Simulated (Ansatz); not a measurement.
GaSb (zinc blende)

```
GaSb
1.0
    0.00000     3.05574     3.05574
    3.05574     0.00000     3.05574
    3.05574     3.05574     0.00000
Sb Ga
1 1
Cartesian
  4.58361   4.58361   4.58361
  0.00000   0.00000   0.00000
```

Scan: atom 1 (Sb, nearest neighbour Ga at 2.646 Å; its periodic images, 4.3 Å or more away, move with it) is displaced along Cartesian z, direction (0.000, 0.000, 1.000) in Cartesian axes, by s. The other atoms stay.

Calculation: PBEsol (plane waves to 420 eV, PAW, scalar-relativistic; Ansatz, a first-principles code). k mesh 11×11×11 (Γ-centred), Fermi-Dirac smearing 0.05 eV. Energies are smeared free energies. With partly filled bands, energies and forces of such displacements shift with the k mesh and the smearing. F∥ is the force on the atom along that direction. At this level the bands of GaSb touch or barely overlap; measurements give the solid a gap. GaSb was relaxed with its symmetry unable to fall. Spin-orbit coupling is left out, though Sb is heavy. ΔE is measured from the undisplaced structure.

Q: Predict the ΔE (meV/cell) and F∥ (eV/Å) at s (Å) = -0.530, -0.424, -0.318, -0.212, -0.106, 0.106, 0.318, 0.424.

A: 
```csv
s (Å),ΔE (meV/cell),F∥ (eV/Å)
-0.530,983,3.303
-0.424,655,2.863
-0.318,380,2.297
-0.212,173,1.598
-0.106,44,0.824
0.106,44,-0.824
0.318,380,-2.297
0.424,655,-2.863
```

(For displaced atoms, the force is minus the slope of the energy, and its curvature is a force constant, which sets phonon frequencies.)
